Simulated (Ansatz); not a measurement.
Born–Oppenheimer molecular dynamics of a 15-atom CaMg$_{4}$Cl$_{10}$ cell at 26.67 Å³/atom, computed with Ansatz: Langevin thermostat at 1150 K, 250 steps of 3.0 fs, friction 0.03 1/fs. The run is short and the cell small, so it isn't an equilibrium average.

```yaml
crystal:
  lattice:
    - [7.291425, -0.098759, -0.179466]
    - [-0.098759, 7.278501, -0.161941]
    - [-0.179466, -0.161941, 7.546734]
  atoms:
    - { symbol: Ca, position: [0.4736876086, 0.5887368596, 0.6573105935] }
    - { symbol: Cl, position: [0.8034014454, 0.3273128221, 0.0931461152] }
    - { symbol: Cl, position: [0.9543398324, 0.5721124667, 0.8012457703] }
    - { symbol: Cl, position: [0.8005858756, 0.8143961689, 0.3773339278] }
    - { symbol: Cl, position: [0.6800778708, 0.4082432727, 0.4226573577] }
    - { symbol: Cl, position: [0.1395672766, 0.0802375742, 0.1382594428] }
    - { symbol: Cl, position: [0.0091711833, 0.0155910573, 0.6454331793] }
    - { symbol: Cl, position: [0.3588517384, 0.3460536295, 0.8152128817] }
    - { symbol: Cl, position: [0.489168812, 0.8003511025, 0.9658996584] }
    - { symbol: Cl, position: [0.2101088996, 0.5353607409, 0.3558798228] }
    - { symbol: Cl, position: [0.4799022088, 0.9948812296, 0.4979039772] }
    - { symbol: Mg, position: [0.7360521156, 0.0980338538, 0.3501711283] }
    - { symbol: Mg, position: [0.1819223278, 0.9041733382, 0.3769495186] }
    - { symbol: Mg, position: [0.6505800265, 0.5861881922, 0.1527448112] }
    - { symbol: Mg, position: [0.0425496472, 0.2777247507, 0.8396925671] }
  symmetry: { detect: false }
basis:
  ecutwfc: 420
  xc_grid: 1
kpoints:
  mp_grid: { grid: [1, 1, 1], shift: [0.0, 0.0, 0.0] }
hamiltonian:
  xc: pbe
scf:
  occupations: { method: fermi_dirac, width: 0.0991 }
  lower_state_search: "off"
  convergence: { dr2_threshold: 1.0e-05 }
output:
  forces: true
  stress: true
md:
  timestep: 3.0
  n_steps: 250
  ensemble: nvt_langevin
  friction: 0.03
  temperature: 1150.0
  initial_velocities: maxwell_boltzmann
  seed: 73183
```

```bash
ansatz run input.yaml --threads 2 --pin off --max-ram 5120MiB --backend cpu --events-out ev --progress --plain --runs-dir out
```

Level of theory: DFT PBE, scalar-relativistic, plane waves, PAW (Ansatz).

6 frames, positions in Å (not wrapped into the cell) and forces in eV/Å:

```xyz
15
Lattice="7.291 -0.099 -0.179 -0.099 7.279 -0.162 -0.179 -0.162 7.547" Properties=species:S:1:pos:R:3:forces:R:3 pbc="T T T" time_fs=0.0 temperature_K=1073 free_energy_over_first_frame_eV=0.000
Ca    3.278    4.132    4.780    0.510    1.710   -1.230
Cl    5.809    2.288    0.506    0.420   -1.640   -1.470
Cl    6.758    3.940    5.783   -0.400    0.450   -0.220
Cl    5.689    5.787    2.572    1.080   -2.620   -1.440
Cl    4.843    2.836    3.002   -0.810    0.160    1.730
Cl    0.985    0.548    1.005    0.020   -0.070   -0.170
Cl   -0.051    0.008    4.867    0.250    0.720    0.120
Cl    2.436    2.351    6.032   -0.230   -1.770    1.190
Cl    3.314    5.621    7.072    0.560   -0.540    0.390
Cl    1.415    3.818    2.561    0.600    1.520    0.440
Cl    3.312    7.113    3.510   -1.310   -0.010    0.580
Mg    5.294    0.584    2.495   -0.060    2.010   -0.640
Mg    1.170    6.502    2.666   -0.230   -0.880    0.160
Mg    4.658    4.178    0.941   -0.410    0.960   -0.130
Mg    0.132    1.881    6.284    0.010    0.010    0.690
15
Lattice="7.291 -0.099 -0.179 -0.099 7.279 -0.162 -0.179 -0.162 7.547" Properties=species:S:1:pos:R:3:forces:R:3 pbc="T T T" time_fs=150.0 temperature_K=1251 free_energy_over_first_frame_eV=-1.718
Ca    2.631    4.398    4.634    0.310   -0.450   -0.320
Cl    5.672    1.403    0.150   -0.420    1.120    0.350
Cl    6.878    3.928    6.007   -0.750    1.210   -0.150
Cl    5.894    6.019    1.676   -0.190   -0.810   -0.270
Cl    4.842    3.263    3.203   -0.380   -0.580   -0.330
Cl    1.397    0.496    0.862    0.200    0.490   -0.150
Cl   -0.327    0.525    4.670    0.240    0.090   -0.550
Cl    2.784    2.440    6.545   -0.280    0.500   -0.250
Cl    3.257    5.804    6.720    0.670   -0.480    0.120
Cl    1.296    4.469    2.251    0.290   -0.540    0.430
Cl    3.202    7.050    3.427   -0.220   -0.090    0.510
Mg    5.175    0.815    2.549    0.130    0.820    0.330
Mg    0.938    6.752    2.738   -0.590    0.270   -0.170
Mg    4.868    4.278    0.103   -0.010   -0.100   -0.040
Mg    0.324    2.267    7.270    0.990   -1.430    0.500
15
Lattice="7.291 -0.099 -0.179 -0.099 7.279 -0.162 -0.179 -0.162 7.547" Properties=species:S:1:pos:R:3:forces:R:3 pbc="T T T" time_fs=300.0 temperature_K=1389 free_energy_over_first_frame_eV=-0.933
Ca    2.323    4.181    4.411    0.090   -0.260   -0.950
Cl    5.211    1.945   -0.039    0.520   -0.470    0.750
Cl    6.649    3.997    6.086   -0.170    1.310   -0.610
Cl    5.663    6.080    1.779   -0.860   -0.900   -1.580
Cl    4.778    3.472    3.153   -0.900   -1.260    0.450
Cl    1.364    0.329    0.532   -0.110    0.490   -0.640
Cl   -0.212    0.489    4.275   -0.280    0.570    0.490
Cl    2.225    2.429    6.315    1.470    0.270   -0.870
Cl    3.438    5.665    6.091   -0.060    1.190    0.240
Cl    1.105    4.033    1.973    0.130    0.080    0.130
Cl    2.644    7.298    3.574    0.680   -0.400   -0.740
Mg    4.996    0.652    3.009   -0.440    1.240    0.380
Mg    0.685    6.415    2.151   -0.020    0.380    0.840
Mg    4.532    4.199   -0.360    1.270   -1.240    0.890
Mg    0.291    2.379    7.360   -1.310   -1.000    1.220
15
Lattice="7.291 -0.099 -0.179 -0.099 7.279 -0.162 -0.179 -0.162 7.547" Properties=species:S:1:pos:R:3:forces:R:3 pbc="T T T" time_fs=450.0 temperature_K=1273 free_energy_over_first_frame_eV=-0.597
Ca    2.427    4.251    4.529   -0.500    0.280    0.440
Cl    6.001    1.571    0.926    0.570    0.810   -1.420
Cl    6.731    4.220    6.172   -0.790   -0.600    0.310
Cl    5.251    6.011    2.019    1.570   -1.420   -0.680
Cl    4.154    2.945    3.172    0.030    0.710    0.320
Cl    1.906    0.453    0.608   -1.630   -0.110    1.140
Cl   -0.390    0.474    4.588    0.190    0.460    0.280
Cl    2.325    2.897    6.819    0.470   -0.130   -0.470
Cl    3.429    5.914    6.647   -0.170    0.510   -1.690
Cl    0.872    4.124    2.316   -0.060    0.820    0.450
Cl    2.888    6.611    3.469   -1.180    0.940    0.430
Mg    4.663    0.883    2.626   -0.370   -0.920    0.360
Mg    0.617    6.673    2.399    0.200   -0.440   -0.420
Mg    4.844    4.627    0.021    1.460   -1.220    0.540
Mg    0.197    1.658    6.756    0.220    0.300    0.420
15
Lattice="7.291 -0.099 -0.179 -0.099 7.279 -0.162 -0.179 -0.162 7.547" Properties=species:S:1:pos:R:3:forces:R:3 pbc="T T T" time_fs=600.0 temperature_K=1202 free_energy_over_first_frame_eV=-1.698
Ca    2.697    4.548    4.975    0.020   -0.210   -0.900
Cl    5.808    1.982    0.792   -0.200    0.200   -0.640
Cl    7.048    4.344    6.693    0.800    0.060   -0.630
Cl    5.708    5.988    2.052   -0.090    0.480    0.160
Cl    4.717    3.164    3.792   -0.630   -0.090   -0.240
Cl    1.359    0.528    1.030    0.160   -0.210    0.260
Cl   -0.461    1.122    4.929    0.330   -0.980   -0.660
Cl    2.476    2.515    6.555    1.530    0.150    0.070
Cl    3.989    5.972    6.688    0.100   -0.670    0.400
Cl    0.920    4.088    2.913    0.690    0.910    0.520
Cl    3.074    7.153    3.776   -1.050   -0.340    0.180
Mg    4.649    1.011    2.535    0.180   -0.150    0.820
Mg    0.773    6.566    2.925   -0.400    0.170   -0.700
Mg    5.254    4.151    0.108   -0.990    1.210    0.570
Mg    0.302    2.096    6.841   -0.450   -0.530    0.790
15
Lattice="7.291 -0.099 -0.179 -0.099 7.279 -0.162 -0.179 -0.162 7.547" Properties=species:S:1:pos:R:3:forces:R:3 pbc="T T T" time_fs=750.0 temperature_K=1004 free_energy_over_first_frame_eV=-1.651
Ca    2.737    4.305    5.103   -0.560    0.380   -0.340
Cl    5.987    2.545    1.013    0.310   -1.820    0.710
Cl    7.111    4.152    6.475    0.420    0.450   -0.560
Cl    5.771    6.343    2.206   -0.090    0.390   -0.230
Cl    4.871    3.593    3.737   -0.450   -0.190    0.370
Cl    1.401    0.169    0.569   -0.270    0.400    0.360
Cl   -0.479    0.877    5.125   -0.420   -0.230   -1.120
Cl    3.142    2.588    7.021   -0.610    0.200   -0.230
Cl    3.933    6.064    6.653    0.550   -0.430    0.380
Cl    1.126    4.169    2.707    0.440   -0.320    0.400
Cl    2.691    6.836    3.963    0.650    1.000   -0.050
Mg    5.095    1.419    3.044    0.530   -0.820    0.280
Mg    0.958    6.465    2.586   -0.760    0.070   -0.850
Mg    5.240    4.523    0.237   -0.460    1.030   -0.300
Mg    0.152    1.948    6.967    0.740   -0.100    1.180
```

Over the second half the temperature averages 1131 K and the pressure (kinetic part included, positive in compression) 2.8 GPa. Mean square displacements at the end: Ca 0.37 Å², Cl 0.56 Å², Mg 0.53 Å² (from the start of this run, the atoms' common shift taken off).

One k point is coarse for so small a cell, so forces and above all the pressure are rough.

Time: 75 s on 2 threads of AMD EPYC 9R45 96-Core Processor (Zen 5), with other jobs on the host, peak memory 0.52 GiB.